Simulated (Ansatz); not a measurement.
The calculation used DFT PBE, scalar-relativistic, plane waves, PAW in Ansatz 0.2.0. Settings: cutoff 420 eV, Γ-centred meshes spaced at most about 0.3 Å⁻¹, and about 0.25 Å⁻¹ or finer for metals (2π included), Gaussian smearing. No spin polarisation in the final relaxations.

Each of these unrelaxed guesses is relaxed in cell and atoms within its symmetry. A guess keeps its type if space group and coordination stay and the shape of the cell changes little (axis ratios within about 15 %, angles within 6°); the volume may change.

1. Zn4SnN

Space group Cmmm (No. 65). a = 5.419 Å, b = 8.559 Å, c = 4.105 Å, α = 90.00°, β = 90.00°, γ = 90.00°
```csv
atom,site,symmetry,x,y,z
Zn,4i,m2m,0.5000,0.1575,0.0000
Zn,4f,..2/m,0.2500,0.7500,0.5000
Sn,2a,mmm,0.0000,0.0000,0.0000
N,2c,mmm,0.5000,0.0000,0.5000
```

2. Zn2SnN3

Space group P-3m1 (No. 164). a = 3.440 Å, b = 3.440 Å, c = 8.429 Å, α = 90.00°, β = 90.00°, γ = 120.00°
| atom | site | symmetry | x | y | z |
| --- | --- | --- | --- | --- | --- |
| Zn | 2d | 3m. | 0.3333 | 0.6667 | 0.6638 |
| Sn | 1a | -3m. | 0.0000 | 0.0000 | 0.0000 |
| N | 2d | 3m. | 0.3333 | 0.6667 | 0.1732 |
| N | 1b | -3m. | 0.0000 | 0.0000 | 0.5000 |

Question: Which guesses survive the relaxation?

Answer: Guess 2 keeps its type.

```tsv
guess	kept	start group	end group	V start (Å³/atom)	V end	b/a and c/a, end over start	nearest neighbours start	nearest neighbours end
1	no	Cmmm	Cmmm	15.9	17.2	1.42, 0.72	N 8, Sn 14, Zn 7/8	N 4, Sn 10, Zn 2/8
2	yes	P-3m1	P-3m1	14.4	11.2	1.00, 0.99	N 6, Sn 6, Zn 6	N 6, Sn 6, Zn 6
```

Neighbours count within 15 % of an atom's shortest distance; end groups are read at 0.02 Å (0.05 Å in metals).

In Zn2SnN3 P-3m1 an odd number of electrons in the primitive cell allows no gap without spin; a larger cell or a magnetic state could open one. Cells relaxed within their symmetry can be saddle points.

In counts of neighbours, a slash parts the counts of unlike sites.
